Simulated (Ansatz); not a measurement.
# Calculated with Ansatz: Li₃LaCd₂, relaxation

The input file (Ansatz 0.2.0, plane waves):

```yaml
crystal:
  lattice:
    - [4.569706, 0.0, 0.0]
    - [-2.284853, 3.957486, 0.0]
    - [0.0, 0.0, 7.332429]
  atoms:
    - { symbol: Li, position: [0.3333, 0.6667, 0.646] }
    - { symbol: Li, position: [0.6667, 0.3333, 0.354] }
    - { symbol: Li, position: [0.0, 0.0, 0.5] }
    - { symbol: La, position: [0.0, 0.0, 0.0] }
    - { symbol: Cd, position: [0.3333, 0.6667, 0.25575] }
    - { symbol: Cd, position: [0.6667, 0.3333, 0.74425] }
  symmetry: { tolerance: 0.0003 }
kpoints:
  mp_grid: { grid: [5, 5, 3], shift: [0, 0, 0] }
magnetization:
  spin_polarized: false
scf:
  occupations: { method: gaussian, width: 0.15 }
hamiltonian:
  pseudopotentials: { kind: paw }
  xc: r2scan
basis:
  ecutwfc: 500
output:
  forces: true
  stress: true
  eigenvalues: true
relax:
  max_steps: 40
  cell: {}
```

Run with:

```bash
ansatz run input.yaml --threads 1 --pin off --max-ram 2560MiB --backend cpu --events-out ev --progress --plain --runs-dir out
```

Origin of the cell: a known structure type with other elements, at an estimated volume, so it need not be a known compound.

Output (shortened):

```
Warning: the atoms were moved onto the symmetric positions of the space group found under crystal.symmetry.tolerance 3.0e-4 (fractional; no operation is sought that the atoms, as they stand i […]
Pseudopotentials: kind: paw
Pseudopotential: Li, paw, valence charge 3, recommended cutoff 500 eV (meta_gga), Li.paw.azcp
Pseudopotential: La, paw, valence charge 11, recommended cutoff 500 eV (meta_gga), La.paw.azcp
Pseudopotential: Cd, paw, valence charge 20, recommended cutoff 500 eV (meta_gga), Cd.paw.azcp
Functional definition: r2SCAN
  exchange = r2scan_x(k0 = k0, k1 = k1, a1 = a1)
  correlation = r2scan_c
Crystal: 6 atoms, lattice volume = 132.604 Å³
Basis set: ecut = 500 eV, 3393 PW (Γ), exchange–correlation on 144×144×216 points (64 copies of the dense FFT grid, shifted against one another)
Bands: 36, of which v1, the nominal top of the filled ones, is band 30 counted from 1 (29 counted from 0)
[… 11 lines left out …]
Initial density: superposition of atomic densities (neutral atoms: chi_scale 0, normalization atom), corrected by the library's trained network
Functional: x = r2scan, c = r2scan; τ floored in thin density (d = 2e-4 eV/Å³)
SCF iter   1: F=—  HF=-23417.266513 eV  Δρ=6.07e-3  dr2=6.80e-2  dr2_τ=9.90e-3
SCF iter   2: F=—  HF=-23417.319455 eV  Δρ=3.46e-3  dr2=2.93e-2  dr2_τ=7.27e-4  defer=9
SCF iter   3: F=—  HF=-23417.313909 eV  Δρ=6.58e-4  dr2=1.82e-3  dr2_τ=1.26e-4  defer=9
SCF iter   4: F=—  HF=-23417.314105 eV  Δρ=3.92e-4  dr2=5.71e-4  dr2_τ=4.08e-6  defer=9
SCF iter   5: F=—  HF=-23417.314165 eV  Δρ=1.59e-4  dr2=9.75e-5  dr2_τ=1.48e-6  defer=9
SCF iter   6: F=—  HF=-23417.314180 eV  Δρ=5.29e-5  dr2=2.15e-5  dr2_τ=1.54e-7  defer=9
SCF iter   7: F=—  HF=-23417.314178 eV  Δρ=2.46e-5  dr2=3.81e-6  dr2_τ=1.55e-8  defer=9
SCF iter   8: F=—  HF=-23417.314179 eV  Δρ=6.06e-6  dr2=2.00e-7  dr2_τ=1.77e-9  defer=9
SCF iter   9: F=-23417.314179 eV  HF=-23417.314179 eV  Δρ=9.85e-7  dr2=1.54e-9  dr2_τ=7.04e-11
relax step   1: F+E_penalty+E_count = -23417.314179 eV  Δ(F+E_penalty+E_count) = +0.000e0 eV  max|allowed force component| = 3.058e-1 eV/Å  Δτ_max = 0.0000 Å  P = +2.701 GPa  Ω = 132.604 Å³ […]
relax step   2: F+E_penalty+E_count = -23417.412200 eV  Δ(F+E_penalty+E_count) = -9.802e-2 eV  max|allowed force component| = 2.124e-1 eV/Å  Δτ_max = 0.1462 Å  P = -0.973 GPa  Ω = 145.629 Å³ […]
relax step   3: F+E_penalty+E_count = -23417.462983 eV  Δ(F+E_penalty+E_count) = -5.078e-2 eV  max|allowed force component| = 4.421e-2 eV/Å  Δτ_max = 0.0969 Å  P = -0.314 GPa  Ω = 142.645 Å³ […]
relax step   4: F+E_penalty+E_count = -23417.477599 eV  Δ(F+E_penalty+E_count) = -1.462e-2 eV  max|allowed force component| = 1.477e-2 eV/Å  Δτ_max = 0.0718 Å  P = -0.006 GPa  Ω = 141.086 Å³ […]
relax step   5: F+E_penalty+E_count = -23417.478811 eV  Δ(F+E_penalty+E_count) = -1.211e-3 eV  max|allowed force component| = 4.952e-3 eV/Å  Δτ_max = 0.0052 Å  P = -0.047 GPa  Ω = 141.131 Å³ […]
relax step   6: F+E_penalty+E_count = -23417.478994 eV  Δ(F+E_penalty+E_count) = -1.829e-4 eV  max|allowed force component| = 1.684e-3 eV/Å  Δτ_max = 0.0020 Å  P = +0.009 GPa  Ω = 140.810 Å³ […]
relax step   7: F+E_penalty+E_count = -23417.482008 eV  Δ(F+E_penalty+E_count) = -3.014e-3 eV  max|allowed force component| = 1.578e-3 eV/Å  Δτ_max = 0.0000 Å  P = +0.019 GPa  Ω = 140.810 Å³  stress off target by 3.25e-2 GPa […]
SCF 7 converged in 7 iterations: F = -23417.482008 eV  dr2 = 2.02e-11
basis re-selected at this cell: Δ(F+E_penalty+E_count) = -3.014e-3 eV, ΔP = +0.010 GPa vs the last step (what re-selecting the basis moved, of the pressure what is left beyond the Pulay corre […]
SCF converged after 7 iterations
Free energy (F): -23417.482008 eV
Harris-Foulkes:  -23417.482008 eV  (|F-HF|=7.28e-12)
Internal energy: -23417.417497 eV  (E = F + TS)
E sigma→0 (E₀):  -23417.449752 eV
Entropy (-TS):   -0.064511 eV (-10.752 meV/atom)
Fermi energy:    7.704021 eV
--- Per-component energies (eV) ---
  E_band       = -1414.237680
  E_kinetic    = 1266.028785
  E_local      = -8772.544519  (includes V_loc(G=0)·N_el)
  E_nonlocal   = 55.985936
  E_hartree    = 3954.994228
  E_xc         = -498.994658
  E_vxc        = -697.822408  (∫ρ·V_xc dr)
  E_paw        = -13708.859327  (= ΣΔE_a)
  E_vpaw       = -1223.183710  (= ΣTr[D̂ρ^β])
  E_aug_tail   = -0.000287  (compensation charges beyond the density's cutoff)
  E_vtau       = 47.309906  (kinetic-family band-sum trace: ∫τ·v_τ [+ j·A + Jᵃ·Aᵃ] dr)
  E_ewald      = -5712.966625
  E_core_change = -1.061029  (= ΣΔE_core)
  E_smearing   = -0.064511  (= −TS)
  Σ components = -23417.482008   (vs F -23417.482008, Δ=0.00e0)
--- Forces (eV/Å), atoms counted from 1 ---
  atom   1  Li     0.000000     0.000000    -0.000327
  atom   2  Li    -0.000000    -0.000000     0.000327
  atom   3  Li     0.000000     0.000000     0.000000
  atom   4  La     0.000000    -0.000000     0.000000
  atom   5  Cd     0.000000    -0.000000     0.001578
  atom   6  Cd     0.000000     0.000000    -0.001578
  max |Σ_I F_I| component: 6.94e-18 eV/Å
--- Stress (GPa, compression-positive) ---
        0.032502      -0.000000       0.000000
       -0.000000       0.032502      -0.000000
        0.000000      -0.000000      -0.008627
  P = ⅓ Tr σ = 0.0188 GPa (0.188 kbar)
--- Relaxed structure (6 steps of the walk, 6 accepted, 1 SCFs on fresh bases) ---
  F+E_penalty+E_count = -23417.482008 eV   max|allowed force component| = 1.578e-3 eV/Å   (the final SCF, on the basis selected at the relaxed cell)
  cell:  # Å, volume = 140.8102 Å³
    - [4.824206, 0.0, 4.977e-18]
    - [-2.412103, 4.177885, -2.488e-18]
    - [7.987e-18, 0.0, 6.986373]
  atoms:
    - { symbol: Li, position: [0.333333, 0.666667, 0.666504] }
    - { symbol: Li, position: [0.666667, 0.333333, 0.333496] }
    - { symbol: Li, position: [0.0, 0.0, 0.5] }
    - { symbol: La, position: [0.0, 0.0, 6.259e-19] }
    - { symbol: Cd, position: [0.333333, 0.666667, 0.270795] }
    - { symbol: Cd, position: [0.666667, 0.333333, 0.729205] }
```

Caveats: no spin-orbit coupling, though heavy elements are present; the k mesh is coarse if the cell is a metal; the relaxation held the start's symmetry, so the end may be a saddle point.

Time: 34 s of wall time on 1 CPU thread(s) of a shared host, from the program's own first density.
